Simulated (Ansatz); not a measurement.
Structures of CsRu$_{2}$: which is lowest?

Plane-wave DFT in Ansatz with scalar-relativistic PAW potentials, cutoff 420 eV, Γ-centred meshes chosen by cell and gap, Gaussian smearing with energies taken to zero width. Every cell was relaxed (cell and atoms) in a run of its own, within the symmetry of its start. Functional: PBE.

Relaxed structures (starts from databases or built by putting these elements on another compound's sites):
A. I4/mmm, 3 atoms in the computed cell, a = 3.280 Å, c = 13.566 Å; sites (symmetry × multiplicity) Cs 4/mmm × 2, Ru 4mm × 4; start: built
B. P6/mmm, 3 atoms in the computed cell, a = 4.046 Å, c = 6.283 Å; sites (symmetry × multiplicity) Cs 6/mmm × 1, Ru -6m2 × 2; start: built

Problem. Rank them by energy. Could pressure change the order?

Solution.
| structure | group | E − E(lowest) (meV/atom) | V (Å³/atom) | gap on mesh (eV) |
| --- | --- | --- | --- | --- |
| A | I4/mmm | 0.0 | 24.32 | 0.00 |
| B | P6/mmm | 15.0 | 29.69 | 0.00 |

A is lowest, 15 meV/atom under B. The lowest is also the densest of these, so pressure wouldn't bring one of the others in at first order. Other structures may lie lower than all of these, and vibrations aren't counted.

Spin-orbit coupling is left out, which matters for the bands of heavy elements.